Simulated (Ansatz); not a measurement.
InSb (NiAs type, P6_3/mmc) under volume change, DFT-r²SCAN in the program Ansatz with PAW potentials, shape and atoms relaxed at each volume.

```csv
V (Å³/atom),E − E(relaxed) (meV/atom),P (GPa)
25.938,45.7,6.24
26.793,19.1,3.79
27.648,4.5,1.74
28.503,0.0,0.00
29.358,4.0,-1.46
30.213,15.1,-2.68
31.068,32.2,-3.70
```

Q: What does a third-order Birch–Murnaghan fit give for V₀, B₀ and B′?

A: V₀ = 28.50 Å³/atom, B₀ = 52.8 GPa, B′ = 4.8.

The start of the workflow was typed in or built on a structure type; neither database checked (COD, Materials Project) lists it. It is not the phase usual at ambient conditions (space group No. 216). Symmetry was held in the r²SCAN relaxation; whether a distortion lowers the energy is not shown. Spin–orbit coupling is left out wherever it is not named.

Potentials: the later of the program's two PAW sets.
